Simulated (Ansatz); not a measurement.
Input file for Ansatz (a program for electronic structure):

Ansatz 0.2 input:
```yaml
crystal:
  lattice:
    - [-1.403490659, 2.3376100425, 2.7114417483]
    - [1.403490659, -2.3376100425, 2.7114417483]
    - [1.403490659, 2.3376100425, -2.7114417483]
  atoms:
    - { symbol: Cr, position: [0.0, 0.0, 0.0] }
    - { symbol: B, position: [0.5382533889, 0.3424083343, 0.1958450546] }
    - { symbol: B, position: [0.4617466111, 0.6575916657, 0.8041549454] }
    - { symbol: B, position: [0.1465632797, 0.3424083343, 0.8041549454] }
    - { symbol: B, position: [0.8534367203, 0.6575916657, 0.1958450546] }
kpoints:
  mp_grid: { grid: [17, 17, 17] }
hamiltonian:
  xc: lda
  pseudopotentials: { kind: paw }
scf:
  occupations: { method: fermi_dirac, width: 0.1 }
phonons:
  method: dfpt
  response_accuracy: low
  eigenvectors: true
  rigid_motions: translations
```

Output (shortened):

```
Pseudopotential: Cr, paw, valence charge 14
Pseudopotential: B, paw, valence charge 3
Functional definition: SPW92
Crystal: 5 atoms, lattice volume = 35.583 Å³
Basis set: ecut = 420 eV, 703 PW (Γ), exchange–correlation on 54×54×54 points (8 copies of the dense FFT grid, shifted against one another)
Bands: 18, of which v1, the nominal top of the filled ones, is band 13 counted from 1 (12 counted from 0)
Symmetry: 8 space group operations
k-points: 1305 of 4913 (irreducible under 2 space group operations, time reversal used)
SCF iter   1: F=—  HF=-3923.947465 eV  |F-HF|=—  |Δ(HF+E_count)|=         —  Δρ=2.05e-2  dr2=2.02e-1  ethr=1.77e-3  ⟨swp⟩=5.9  Hψ=114940  notcnv=0
preconditioner: auto → Kerker (q_TF=auto, 2.589 Å⁻¹)
SCF iter   2: F=—  HF=-3923.927778 eV  |F-HF|=—  |Δ(HF+E_count)|=   1.97e-2  Δρ=1.02e-2  dr2=5.57e-2  ethr=7.77e-4  ⟨swp⟩=1.6  Hψ=34884  notcnv=0  defer=1
SCF iter   3: F=—  HF=-3923.919829 eV  |F-HF|=—  |Δ(HF+E_count)|=   7.95e-3  Δρ=1.63e-3  dr2=1.65e-3  ethr=2.14e-4  ⟨swp⟩=1.0  Hψ=23467  notcnv=0  defer=1
SCF iter   4: F=—  HF=-3923.919649 eV  |F-HF|=—  |Δ(HF+E_count)|=   1.80e-4  Δρ=3.60e-4  dr2=2.95e-5  ethr=6.34e-6  ⟨swp⟩=2.0  Hψ=29399  notcnv=0  defer=1
SCF iter   5: F=—  HF=-3923.919645 eV  |F-HF|=—  |Δ(HF+E_count)|=   3.85e-6  Δρ=6.28e-5  dr2=1.34e-6  ethr=1.13e-7  ⟨swp⟩=2.3  Hψ=33980  notcnv=0  defer=1
SCF iter   6: F=—  HF=-3923.919649 eV  |F-HF|=—  |Δ(HF+E_count)|=   3.72e-6  Δρ=1.69e-5  dr2=8.26e-8  ethr=5.14e-9  ⟨swp⟩=2.3  Hψ=39163  notcnv=0  defer=1
SCF iter   7: F=—  HF=-3923.919649 eV  |F-HF|=—  |Δ(HF+E_count)|=   9.14e-9  Δρ=3.26e-6  dr2=4.97e-9  ethr=3.18e-10  ⟨swp⟩=2.2  Hψ=38781  notcnv=0  defer=1
SCF iter   8: F=—  HF=-3923.919649 eV  |F-HF|=—  |Δ(HF+E_count)|=  4.84e-10  Δρ=1.36e-6  dr2=1.03e-9  ethr=1.91e-11  ⟨swp⟩=2.2  Hψ=40534  notcnv=0  defer=1
SCF iter  10: F=-3923.919649 eV  HF=-3923.919649 eV  |F-HF|=2.73e-12  |Δ(HF+E_count)|=  1.09e-11  Δρ=1.35e-7  dr2=4.89e-12  ethr=1.00e-12  ⟨swp⟩=5.3  Hψ=92784  notcnv=0
SCF 1 converged in 10 iterations: F = -3923.919649 eV  dr2 = 4.89e-12
DFPT response loops at Γ: preconditioner auto → Kerker (q_TF=auto, 2.589 Å⁻¹) (partly filled bands, converged f_vac=0.000) …
SCF converged after 10 iterations
Free energy (F): -3923.919649 eV
Harris-Foulkes:  -3923.919649 eV  (|F-HF|=2.73e-12)
Internal energy: -3923.901207 eV  (E = F + TS)
E sigma→0 (E₀):  -3923.910428 eV
Entropy (-TS):   -0.018442 eV (-3.688 meV/atom)
Fermi energy:    14.168972 eV
--- Per-component energies (eV) ---
  E_band       = -130.846158
  E_kinetic    = 549.386805
  E_local      = -1772.289830  (includes V_loc(G=0)·N_el)
  E_nonlocal   = 131.474155
  E_hartree    = 775.574987
  E_xc         = -271.534030
  E_vxc        = -336.557067  (∫ρ·V_xc dr)
  E_paw        = -1432.131203  (= ΣΔE_a)
  E_vpaw       = -254.010407  (= ΣTr[D̂ρ^β])
  E_aug_tail   = 0.000285  (compensation charges beyond the density's cutoff)
  E_ewald      = -1904.930838
  E_core_change = 0.548462  (= ΣΔE_core)
  E_smearing   = -0.018442  (= −TS)
  E_closure    = 0.000000  (closes the sum)
  Σ components = -3923.919649   (vs F -3923.919649, Δ=0.00e0)
  [band-id]    e_kinetic+e_local+e_nonlocal+2·e_hartree+e_vxc+e_vpaw+e_augmentation_tail = -130.846086   (vs E_band -130.846158, Δ=7.25e-5)
--- Band table (eV; the first three rows and the last of 1305) ---
  k-point 0: bands = ["-56.7743", "-28.5326", "-28.5317", "-28.4855", "-0.5543", "5.9457", "8.2780", "8.9382", "9.0159", "9.6434", "11.4286", "11.6837", "13.3695", "17.5857", "18.3078", "18.7158", "18.7272", "19.0950"]
  k-point 1: bands = ["-56.7735", "-28.5318", "-28.5311", "-28.4933", "-0.4793", "5.9296", "8.0826", "9.0412", "9.0584", "9.8339", "11.3732", "11.5517", "13.2735", "17.4589", "17.9597", "18.3847", "18.5318", "19.4658"]
  k-point 2: bands = ["-56.7713", "-28.5294", "-28.5294", "-28.5154", "-0.2561", "5.8953", "7.6960", "9.1648", "9.3326", "10.1898", "11.1828", "11.1932", "13.0310", "16.9380", "17.7379", "17.8297", "18.1290", "19.7654"]
  k-point 1304: bands = ["-56.7738", "-28.5465", "-28.5321", "-28.4876", "1.6241", "2.1951", "7.3865", "9.1065", "10.4199", "11.0470", "11.4632", "12.0672", "13.8503", "14.4514", "16.9392", "17.9620", "18.0104", "21.2188"]
--- Phonons (Γ-DFPT): 6 representative perturbations + reference, on 1305 of 4913 k-points (Σ response iterations 16) ---
  ASR residual: 3.752e-4 → 0.000e0 eV/Å²; symmetrization residual: 4.055e-6 eV/Å²
  ASR residual per site (eV/Å²): 3.75e-4 6.01e-5 6.01e-5 6.01e-5 6.01e-5
  Γ frequencies (cm⁻¹): 0.00 0.00 0.00 414.20 422.47 480.45 497.72 500.30 661.94 700.17 720.38 725.91 734.55 876.45 974.89
  non-analytic LO–TO correction: not included (Born effective charges unavailable; polar crystals: no LO–TO splitting at Γ)
```

Cost: around 10 core-minutes (rough) on shared cores.

Space group Immm. The workflow started from a Materials Project entry (that database holds measured and hypothetical structures alike); the Crystallography Open Database files this formula in space group No. 71, but the cells were not matched. Its standing as an ambient phase is unchecked. The LDA relaxation kept the symmetry of its start; its stability against distortions is not shown here. The run is not spin-polarised. As this level gives no gap, phonon frequencies hold no LO–TO term and depend on the k-mesh and smearing (Fermi–Dirac, 0.1 eV here).

Potentials: the later of the program's two PAW sets.

Ansatz is a plane-wave DFT program.
